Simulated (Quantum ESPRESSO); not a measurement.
GeB$_{2}$N$_{2}$O$_{2}$ (made-up cell, one site empty) (calculated)

Computed with Quantum ESPRESSO 7.5. Calculation on a made-up crystal cell, not a measurement, run twice, once with a planted mistake found by running each candidate: periodic Kohn-Sham density functional theory in plane waves with PseudoDojo standard norm-conserving scalar-relativistic pseudopotentials, each functional with its own files (v0.5 for PBE, v0.4.1 for LDA and PBEsol), no spin polarisation, no spin-orbit coupling, atoms not relaxed, stress positive in tension, energies less a fixed whole-eV offset for each atom's element; levels are Kohn-Sham levels at fractions of this cell's reciprocal vectors, counted from the reference band (half the neutral cell's valence electrons, rounded up) at Gamma; error bars cover cutoff and k-mesh only, not smearing or the files; each bar is the largest change over components, and at least 0.002 eV, 0.002 eV per angstrom or 0.02 GPa; a charged cell sits in a uniform background, with energy and stress on this program's zero of potential; energies are for the whole cell, and the offsets were chosen from early runs and are not element reference energies; a distance is the largest change of any value in units of its error bar (the energy's for the smearing term), a scale change is of lengths, and a coarse mesh keeps the half-step shift.

Common to all runs: lattice type wurtzite; empty site 1; intended functional pbe; intended cutoff 1143 eV; intended fermi dirac smearing 0.025 eV; intended scf tolerance 1e-07 eV; intended electrons removed 0; healthy free energy less offsets 3.554 eV; healthy scf iterations 12; healthy smearing term minus ts 0 eV; healthy pressure 17.09 GPa; healthy stress xx -30.93 GPa; healthy stress yy 5.8 GPa; healthy stress zz -26.15 GPa; healthy stress yz 12.79 GPa; healthy stress xz 5.32 GPa; healthy stress xy -9.79 GPa; healthy reference band 21; faulty reference band 21; candidate k points along each vector 1; candidate cutoff 748 eV; candidate smearing 0.42 eV; candidate functional lda; candidate scf tolerance 0.04 eV; candidate electrons removed 1; candidate scale change 1.24 percent; candidate first exchanged site 5; candidate second exchanged site 7; intended k mesh 6 x 4 x 4, shifted by half a step; structure shown as intended, without the mistake.

```yaml
- entry: 1
  formula: GeB2N2O2
  kind: "made-up cell, one site empty"
  intended_structure:
    cell_angstrom:
      - [2.7179, -0.0155, -0.0252]
      - [-0.0269, 4.6435, 0.0717]
      - [-0.0411, 0.0676, 4.5003]
    atoms_fractional:
      - [Ge, 0.50786, 0.49574, -0.00301]
      - [B, 0.51702, 0.15191, 0.49458]
      - [B, -0.0047, 0.67111, 0.50049]
      - ["N", -0.01729, 0.00263, 0.37784]
      - ["N", 0.46627, 0.48556, 0.37025]
      - [O, 0.52031, 0.15728, 0.86162]
      - [O, -0.01323, 0.67032, 0.88863]
  given:
    "faulty_free_energy_less_offsets [eV]": 3.574
    faulty_scf_iterations: 5
    "faulty_smearing_term_minus_ts [eV]": 0.0
    "faulty_pressure [GPa]": 18.52
    "faulty_stress_xx [GPa]": -34.88
    "faulty_stress_yy [GPa]": 5.29
    "faulty_stress_zz [GPa]": -25.99
    "faulty_stress_yz [GPa]": 13.7
    "faulty_stress_xz [GPa]": 5.28
    "faulty_stress_xy [GPa]": -10.09
    atom_site: [2, 3, 4, 5, 6, 7, 8]
    "atom_energy_offset [eV]": [-2430, -79, -79, -283, -283, -452, -452]
    healthy_force_site: [2, 3, 4, 5, 6, 7, 8]
    "healthy_force_x [eV/angstrom]": [-2.873, -1.296, -0.532, 0.977, 0.646, -0.125, 3.203]
    "healthy_force_y [eV/angstrom]": [-5.529, -1.536, 2.847, -2.241, 1.531, 0.287, 4.64]
    "healthy_force_z [eV/angstrom]": [-0.438, 0.662, -3.226, 3.825, 8.407, -3.261, -5.969]
    healthy_level_k_point: [Gamma, "(1/2,1/2,1/2)", "(0.15,0,0)", "(0,0.15,0)", "(0,0,0.15)"]
    "healthy_next_band_up [eV]": [2.514, 2.985, 3.318, 2.743, 2.868]
    faulty_force_site: [2, 3, 4, 5, 6, 7, 8]
    "faulty_force_x [eV/angstrom]": [-2.896, -1.297, -0.513, 0.98, 0.629, -0.135, 3.232]
    "faulty_force_y [eV/angstrom]": [-5.294, -1.6, 2.792, -2.286, 1.438, 0.295, 4.655]
    "faulty_force_z [eV/angstrom]": [-0.365, 0.635, -3.16, 3.816, 8.367, -3.263, -6.03]
    faulty_level_k_point: [Gamma, "(1/2,1/2,1/2)", "(0.15,0,0)", "(0,0.15,0)", "(0,0,0.15)"]
    "faulty_next_band_up [eV]": [2.32, 2.834, 3.137, 2.556, 2.676]
    candidate_mistake: ["coarse kmesh", "low cutoff", "wide smearing", "wrong functional", "loose scf", "wrong charge", "cell scaled", "atoms exchanged"]
  results:
    fault_kind: "loose scf"
    other_mistakes_compared: 7
    "distance_from_healthy [error bars]": 96.99
    "distance_from_nearest_other_mistake [error bars]": 115.7
    "healthy_error_bar_energy [eV]": 0.002
    "healthy_error_bar_stress [GPa]": 0.04522
    "healthy_error_bar_force [eV/angstrom]": 0.004009
    "healthy_error_bar_next_band_up [eV]": 0.002
- entry: 2
  formula: GeB2N2O2
  kind: "made-up cell, one site empty"
  intended_structure:
    cell_angstrom:
      - [2.7179, -0.0155, -0.0252]
      - [-0.0269, 4.6435, 0.0717]
      - [-0.0411, 0.0676, 4.5003]
    atoms_fractional:
      - [Ge, 0.50786, 0.49574, -0.00301]
      - [B, 0.51702, 0.15191, 0.49458]
      - [B, -0.0047, 0.67111, 0.50049]
      - ["N", -0.01729, 0.00263, 0.37784]
      - ["N", 0.46627, 0.48556, 0.37025]
      - [O, 0.52031, 0.15728, 0.86162]
      - [O, -0.01323, 0.67032, 0.88863]
  given:
    "faulty_free_energy_less_offsets [eV]": -6.438
    faulty_scf_iterations: 14
    "faulty_smearing_term_minus_ts [eV]": -0.013
    "faulty_pressure [GPa]": -25.79
    "faulty_stress_xx [GPa]": 10.4
    "faulty_stress_yy [GPa]": 35.36
    "faulty_stress_zz [GPa]": 31.62
    "faulty_stress_yz [GPa]": 11.26
    "faulty_stress_xz [GPa]": 6.67
    "faulty_stress_xy [GPa]": -9.18
    atom_site: [2, 3, 4, 5, 6, 7, 8]
    "atom_energy_offset [eV]": [-2430, -79, -79, -283, -283, -452, -452]
    healthy_force_site: [2, 3, 4, 5, 6, 7, 8]
    "healthy_force_x [eV/angstrom]": [-2.873, -1.296, -0.532, 0.977, 0.646, -0.125, 3.203]
    "healthy_force_y [eV/angstrom]": [-5.529, -1.536, 2.847, -2.241, 1.531, 0.287, 4.64]
    "healthy_force_z [eV/angstrom]": [-0.438, 0.662, -3.226, 3.825, 8.407, -3.261, -5.969]
    healthy_level_k_point: [Gamma, "(1/2,1/2,1/2)", "(0.15,0,0)", "(0,0.15,0)", "(0,0,0.15)"]
    "healthy_next_band_up [eV]": [2.514, 2.985, 3.318, 2.743, 2.868]
    faulty_force_site: [2, 3, 4, 5, 6, 7, 8]
    "faulty_force_x [eV/angstrom]": [-2.996, -1.187, -0.521, 0.88, 0.661, -0.144, 3.307]
    "faulty_force_y [eV/angstrom]": [-3.705, 0.249, 0.601, -1.314, 1.458, -2.039, 4.751]
    "faulty_force_z [eV/angstrom]": [-0.194, 0.188, -2.327, 4.124, 8.483, -3.619, -6.655]
    faulty_level_k_point: [Gamma, "(1/2,1/2,1/2)", "(0.15,0,0)", "(0,0.15,0)", "(0,0,0.15)"]
    "faulty_next_band_up [eV]": [3.865, 4.305, 4.583, 4.078, 4.162]
    candidate_mistake: ["coarse kmesh", "low cutoff", "wide smearing", "wrong functional", "loose scf", "wrong charge", "cell scaled", "atoms exchanged"]
  results: {}
```

Questions
1. Estimate the fault kind of GeB$_{2}$N$_{2}$O$_{2}$ (made-up cell, one site empty) (entry 2).

Calculated values
1. wrong charge

Further results for GeB$_{2}$N$_{2}$O$_{2}$ (made-up cell, one site empty) (entry 2):

- other mistakes compared: 7
- distance from healthy: 4996 error bars
- distance from nearest other mistake: 2804 error bars
- healthy error bar energy: 0.002 eV
- healthy error bar stress: 0.04522 GPa
- healthy error bar force: 0.004009 eV/Å
- healthy error bar next band up: 0.002 eV
